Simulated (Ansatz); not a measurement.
TePd:
```yaml
crystal:
  lattice:
    - [4.12860, 0.00000, 0.00000]
    - [-2.06430, 3.57547, 0.00000]
    - [0.00000, 0.00000, 5.56279]
  atoms:
    - { symbol: Te, position: [0.33333, 0.66667, 0.25000] }
    - { symbol: Te, position: [0.66667, 0.33333, 0.75000] }
    - { symbol: Pd, position: [0.00000, 0.00000, 0.00000] }
    - { symbol: Pd, position: [0.00000, 0.00000, 0.50000] }
```

Relaxed with LDA. Special points in fractions of this cell's reciprocal vectors: Γ (0.000, 0.000, 0.000); M (0.500, 0.000, 0.000); K (0.333, 0.333, 0.000); A (0.000, 0.000, 0.500); L (0.500, 0.000, 0.500); H (0.333, 0.333, 0.500).

Q: List the band energies nearest the Fermi level at these points for LDA in the plane-wave PAW code Ansatz.

A: In eV from the Fermi level; about four levels below and three above (degenerate sets whole), none deeper than 8.9 eV; points with the same levels are listed once.

| k | below | above |
|---|---|---|
| Γ | -2.22 -2.22 -1.17 -1.17 -0.18 | 0.53 1.83 1.83 |
| M | -2.39 -2.27 -2.20 -1.63 | 0.92 2.33 3.91 |
| K | -1.21 -1.21 -0.50 -0.50 | 3.14 5.92 7.30 7.30 |
| A | -3.26 -3.26 -3.26 -3.26 -1.92 -1.92 | 0.87 0.87 0.87 0.87 |
| L | -2.77 -2.77 -0.48 -0.48 | 0.47 0.47 3.44 3.44 |
| H | -2.42 -2.42 -2.05 -2.05 | 2.20 2.20 5.44 5.44 |

Space group P6_3/mmc (NiAs type). The workflow started from a Materials Project entry (that database holds measured and hypothetical structures alike); the Crystallography Open Database files this formula in space group No. 194, but the cells were not matched. Whether it is the stable phase at ambient conditions was not checked. The cell was relaxed with LDA under the symmetry of its start; its stability against distortions is not shown here. No spin polarisation was allowed. Scalar-relativistic: spin–orbit coupling is off unless named, which matters more the heavier the elements.

Potentials: the later of the program's two PAW sets.
